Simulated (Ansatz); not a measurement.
Structure: Ga4As3P as one 8-atom ordering (P3m1) on the wurtzite lattice, at its r2SCAN minimum. P has 4 Ga at 2.37–2.41 Å; As has 4 Ga at 2.44–2.46 Å; Ga has 1 P at 2.37 Å and 3 As at 2.44 Å; Ga has 4 As at 2.44–2.46 Å; Ga has 3 P at 2.41 Å and 1 As at 2.46 Å.

Space group P3m1 (No. 156). a = 3.957 Å, b = 3.957 Å, c = 13.042 Å, α = 90.00°, β = 90.00°, γ = 120.00°
```json
{"atom": "P", "site": "1c", "symmetry": "3m.", "x": "0.6667", "y": "0.3333", "z": "0.9999"}
{"atom": "As", "site": "1c", "symmetry": "3m.", "x": "0.6667", "y": "0.3333", "z": "0.4997"}
{"atom": "As", "site": "1b", "symmetry": "3m.", "x": "0.3333", "y": "0.6667", "z": "0.7527"}
{"atom": "As", "site": "1b", "symmetry": "3m.", "x": "0.3333", "y": "0.6667", "z": "0.2465"}
{"atom": "Ga", "site": "1c", "symmetry": "3m.", "x": "0.6667", "y": "0.3333", "z": "0.8179"}
{"atom": "Ga", "site": "1c", "symmetry": "3m.", "x": "0.6667", "y": "0.3333", "z": "0.3113"}
{"atom": "Ga", "site": "1b", "symmetry": "3m.", "x": "0.3333", "y": "0.6667", "z": "0.5644"}
{"atom": "Ga", "site": "1b", "symmetry": "3m.", "x": "0.3333", "y": "0.6667", "z": "0.0577"}
```

The questions ask for values computed with the PAW code Ansatz on this geometry. (Calculated; non-magnetic; the phase may be known or hypothetical.)

Given (12×12×2 mesh): The PBE gap is direct at Γ: 0.70 eV.

(1) What does PBE+SOC give for the gap (12×12×2 mesh)?

(2) What does r2SCAN give for the gap (12×12×2 mesh)?

(3) Roughly how does the cost of the PBE0 run (6×6×2) compare with r2SCAN's (12×12×2)?

Results:

(1) The PBE+SOC gap is direct at Γ: 0.59 eV. The gap differs by -0.11 eV from PBE's.

(2) With r2SCAN the gap is 1.10 eV and direct, at Γ. The gap differs by +0.40 eV from PBE's.

(3) About 10 times as much (12 core-minutes against 80 core-seconds, on 4 threads of Arm Neoverse V2, with other jobs on the host).

Only the levels marked +SOC include spin-orbit coupling.

The meshes of the hybrids are coarse, so their gaps aren't converged to the digits shown.
